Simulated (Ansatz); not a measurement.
SiGe:
```
CELL_PARAMETERS angstrom
      3.90074     0.00000     0.00000
     -1.95037     3.37814     0.00000
      0.00000     0.00000     6.44222
ATOMIC_POSITIONS crystal
  Si 0.66667 0.33333 0.87456
  Si 0.33333 0.66667 0.37456
  Ge 0.66667 0.33333 0.50044
  Ge 0.33333 0.66667 0.00044
```

Relaxed with PBEsol. Special points in fractions of this cell's reciprocal vectors: Γ (0.000, 0.000, 0.000); M (0.500, 0.000, 0.000); K (0.333, 0.333, 0.000); A (0.000, 0.000, 0.500); L (0.500, 0.000, 0.500); H (0.333, 0.333, 0.500).

Q: List the band energies nearest the valence-band maximum at these points for the program Ansatz at the PBEsol with spin–orbit coupling level (PAW).

A: In eV from the valence-band maximum; about four levels below and three above (degenerate sets whole), none deeper than 8.9 eV; points with the same levels are listed once.

| k | below | above |
|---|---|---|
| Γ | -0.10 -0.10 0.00 0.00 | 0.34 0.34 1.42 1.42 |
| M | -3.10 -3.10 -1.59 -1.59 | 0.28 0.28 1.90 1.90 |
| K | -3.72 -3.72 -3.70 -3.46 -3.46 | 0.90 0.90 4.69 |
| A | -0.98 -0.98 -0.98 -0.98 | 1.14 1.14 1.14 1.14 |
| L | -2.57 -2.57 -2.57 -2.57 | 0.55 0.55 0.55 0.55 |
| H | -2.18 -2.18 -2.16 -2.16 | 1.27 1.27 1.28 1.28 |

Space group P6_3mc (wurtzite). The first step of the workflow began from a Materials Project structure, measured or hypothetical; the Crystallography Open Database copy checked does not list it. Whether it is the stable phase at ambient conditions was not checked. The PBEsol relaxation kept the symmetry of its start; whether a distortion lowers the energy is not shown.

Potentials: the earlier of the program's two PAW sets. The files were generated under PBE; for other functionals the program regenerates the frozen cores, and for LDA and PBEsol the local potential too.
